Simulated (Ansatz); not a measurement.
LaOF (space group R-3m)

```xyz
6
Lattice="1.9884 1.1480 6.6091 -1.9884 1.1480 6.6091 0.0000 -2.2960 6.6091" Properties=species:S:1:pos:R:3 pbc="T T T"
La     0.0000     0.0000    14.7186
La     0.0000     0.0000     5.1087
O      0.0000     0.0000    12.3477
O      0.0000     0.0000     7.4795
F      0.0000     0.0000    17.2641
F      0.0000     0.0000     2.5632
```

The slice is a (-1 1 0 4) plane (indices of the conventional cell) through the point (0.742, 0.742, 0.742) (fractional), spanned by u = [1 0 -1] and v = [1 -1 1] in vectors of this cell: u (3.98 Å) and v (8.05 Å, at 90° to u). It covers one period; positions are fractions (u, v).

Method: LDA (plane waves to 420 eV, PAW, scalar-relativistic; Ansatz, a program for electronic structure). k mesh 10×10×10. Inside the PAW spheres the values are not all-electron values, and peaks at nuclei hang on which shells count as valence. LaOF is run without spin polarisation. LaOF was relaxed with its symmetry unable to fall.

Task: Sketch the electrostatic potential energy of an electron, from the cell's mean on this plane as a map.

Result: 
| v \ u | 0.00 | 0.17 | 0.33 | 0.50 | 0.67 | 0.83 |
|---|---|---|---|---|---|---|
| 0.92 | x | x | 4.0 | 8.1 | 4.0 | x |
| 0.83 | 2.1 | 4.6 | 7.4 | 8.3 | 7.4 | 4.6 |
| 0.75 | 7.5 | 7.9 | 8.3 | 8.4 | 8.3 | 7.9 |
| 0.67 | <0.0 | 0.1 | 6.3 | 8.1 | 6.3 | 0.1 |
| 0.58 | x | x | 2.6 | 7.8 | 2.6 | x |
| 0.50 | x | x | 2.1 | 8.1 | 2.1 | x |
| 0.42 | x | <0.0 | 5.7 | 8.6 | 5.7 | <0.0 |
| 0.33 | 5.7 | 6.6 | 8.2 | 8.8 | 8.2 | 6.6 |
| 0.25 | 8.3 | 8.4 | 8.7 | 8.9 | 8.7 | 8.4 |
| 0.17 | 1.3 | 4.0 | 7.5 | 8.9 | 7.5 | 4.0 |
| 0.08 | x | x | 4.3 | 8.6 | 4.3 | x |
| 0.00 | x | x | 1.4 | 8.1 | 1.4 | x |

Values: electrostatic potential energy of an electron, from the cell's mean, in eV. Points within 1 Å of a nucleus are blanked (x), as the pseudised field means little there. Values under 0 eV are set to 0. The zero, the cell's mean, hangs on the PAW cores.
